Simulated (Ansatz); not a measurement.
In PBEsol in the plane-wave PAW code Ansatz, Y in the diamond structure (Fd-3m) relaxes to a = 6.831 Å. Y has 4 nearest neighbours from 2.96 Å (tetrahedral).

Electronic character: metallic (no gap). Gap from PBEsol with spin–orbit coupling: none (metallic).

The relaxed-ion elastic constants in GPa are C11 = -19.1, C12 = 29.6, C44 = -131. The highest mode at Γ lies at 2.55 THz.

The start of the workflow was typed in or built on a structure type; neither database checked (COD, Materials Project) lists it. It is not the phase usual at ambient conditions (space group No. 194). The PBEsol relaxation kept the symmetry of its start. At this level the phase is mechanically unstable. The run is not spin-polarised. The volume moved by -24 % from the start of the relaxation. As this level gives no gap, shear constants depend on the k-mesh and smearing (Fermi–Dirac, 0.1 eV here). As this level gives no gap, phonon frequencies hold no LO–TO term and depend on the k-mesh and smearing (Fermi–Dirac, 0.1 eV here). Spin–orbit coupling is left out wherever it is not named.

Potentials: the later of the program's two PAW sets.
